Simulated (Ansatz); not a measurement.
CaSe:
```
CaSe
1.0
    0.00000     2.97894     2.97894
    2.97894     0.00000     2.97894
    2.97894     2.97894     0.00000
Ca Se
1 1
Direct
  0.00000   0.00000   0.00000
  0.50000   0.50000   0.50000
```

x, y and z are the axes in which the lattice vectors are written.

Task: Give the high-frequency dielectric tensor and the Born effective charge tensors of the independent atoms from DFPT, the program Ansatz at the PBE level (PAW).

Result: 
ε∞:
```
5.62  0.00  0.00
0.00  5.62  0.00
0.00  0.00  5.62
```
Z* of atom 1 (Ca), rows: field, columns: displacement, in e:
```
2.38  0.00  0.00
0.00  2.38  0.00
0.00  0.00  2.38
```
Z* of atom 2 (Se), rows: field, columns: displacement, in e:
```
-2.38   0.00   0.00
 0.00  -2.38   0.00
 0.00   0.00  -2.38
```

Static charges for comparison (Bader): Ca1 +1.45, Se2 -1.45 e. Born charges measure polarisation by displacement and can exceed these by far.

Space group Fm-3m (rock salt). The cell was relaxed with PBE under the symmetry of its start. Spin–orbit coupling is left out wherever it is not named.

Potentials: the later of the program's two PAW sets.
